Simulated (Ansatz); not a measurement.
ZrN:
```cif
data_N4Zr4
_chemical_formula_sum 'N4 Zr4'
_space_group_name_H-M_alt 'Fm-3m'
_space_group_IT_number 225
_space_group_name_Hall '-F 4 2 3'
_cell_length_a 4.55214
_cell_length_b 4.55214
_cell_length_c 4.55214
_cell_angle_alpha 90.000
_cell_angle_beta 90.000
_cell_angle_gamma 90.000
loop_
_atom_site_label
_atom_site_type_symbol
_atom_site_symmetry_multiplicity
_atom_site_Wyckoff_symbol
_atom_site_fract_x
_atom_site_fract_y
_atom_site_fract_z
_atom_site_occupancy
N1 N 4 a 0.00000 0.00000 0.00000 1
Zr1 Zr 4 b 0.50000 0.50000 0.50000 1
```
(The calculation used a cell of 2 atoms; values per cell refer to that cell.)

Relaxed with PBEsol.

Problem. Which orbitals make up the states near the Fermi level in plane-wave PAW PBEsol (Ansatz code)?

Solution. Within 0.5 eV of the Fermi level: Zr 4d 77 %, N 2p 19 %. Projections are on Löwdin-orthogonalised atomic valence shells; empty p or d shells of many metals are not among them.

Problem. Tabulate the density of states.

Solution. States/eV per cell of 2 atoms, in 0.25 eV bins, energy from the Fermi level.

```
E (eV)  total  Zr 4d  N 2p  Zr 5s
------  -----  -----  ----  -----
-7.85    0.01   0.00  0.01   0.00
-7.60    0.16   0.06  0.08   0.02
-7.35    0.30   0.11  0.15   0.03
-7.10    0.48   0.16  0.24   0.05
-6.85    0.82   0.26  0.44   0.08
-6.60    1.03   0.31  0.57   0.10
-6.35    1.10   0.31  0.63   0.10
-6.10    1.13   0.29  0.68   0.11
-5.85    0.93   0.25  0.57   0.07
-5.60    1.84   0.62  1.13   0.05
-5.35    2.52   0.82  1.59   0.03
-5.10    2.66   0.81  1.72   0.02
-4.85    3.88   1.12  2.54   0.01
-4.60    2.37   0.71  1.54   0.00
-4.35    1.46   0.47  0.93   0.00
-4.10    1.14   0.35  0.75   0.00
-3.85    0.90   0.25  0.62   0.00
-3.60    0.71   0.15  0.53   0.00
-3.35    0.38   0.06  0.31   0.00
-3.10    0.15   0.02  0.12   0.00
-2.85    0.13   0.04  0.08   0.00
-2.60    0.12   0.07  0.05   0.00
-2.35    0.16   0.10  0.06   0.00
-2.10    0.21   0.13  0.07   0.00
-1.85    0.25   0.17  0.07   0.00
-1.60    0.30   0.21  0.08   0.00
-1.35    0.34   0.24  0.09   0.00
-1.10    0.39   0.28  0.09   0.00
-0.85    0.44   0.33  0.10   0.00
-0.60    0.50   0.38  0.11   0.00
-0.35    0.59   0.45  0.11   0.00
-0.10    0.64   0.49  0.12   0.01
0.15     0.68   0.52  0.13   0.01
0.40     0.71   0.54  0.13   0.01
0.65     0.76   0.58  0.14   0.01
0.90     0.82   0.63  0.14   0.01
1.15     0.78   0.62  0.12   0.01
1.40     0.84   0.66  0.13   0.01
1.65     0.91   0.73  0.14   0.01
1.90     0.97   0.79  0.13   0.01
2.15     1.08   0.89  0.14   0.01
2.40     1.28   1.04  0.17   0.01
2.65     1.44   1.18  0.19   0.02
2.90     1.77   1.45  0.23   0.02
3.15     2.49   2.04  0.34   0.03
3.40     2.02   1.66  0.24   0.04
3.65     1.78   1.47  0.18   0.04
3.90     1.67   1.36  0.17   0.05
4.15     1.68   1.35  0.17   0.06
4.40     1.80   1.43  0.16   0.07
4.65     1.69   1.29  0.14   0.08
```

Symmetry was held in the PBEsol relaxation. The run is not spin-polarised. With an odd number of electrons in the cell and no spin polarisation, the count alone makes it a metal. Spin–orbit coupling is left out wherever it is not named.

Potentials: the later of the program's two PAW sets.
